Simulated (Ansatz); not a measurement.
SiMo in space group I4_1md (No. 109; Mo on 4a, Si on 4a) at seven volumes, the program Ansatz at the PBE level (PAW), shape and atoms relaxed at each. One row is withheld.

```csv
V (Å³/atom),P (GPa)
13.718,22.01
14.170,?
14.622,6.23
15.074,-0.01
15.526,-5.36
15.979,-9.95
16.431,-13.87
```

Q: Fit the shown pressures and predict the withheld one.

A: P = (3/2)B₀(x^(7/2) − x^(5/2))[1 + (3/4)(B′ − 4)(x − 1)] with x = (V₀/V)^(2/3). Least squares on the six rows gives V₀ = 15.073 Å³/atom, B₀ = 192 GPa, B′ = 4.13. At V = 14.170, x = 1.0420 and P = 13.48 GPa. The run itself gave 13.52 GPa.

The cell is a constructed one: a structure type filled with these elements; neither database checked (COD, Materials Project) lists it. Whether it is the stable phase at ambient conditions was not checked. The cell was relaxed with PBE under the symmetry of its start; whether a distortion lowers the energy is not shown. The run is not spin-polarised.

Potentials: the later of the program's two PAW sets.
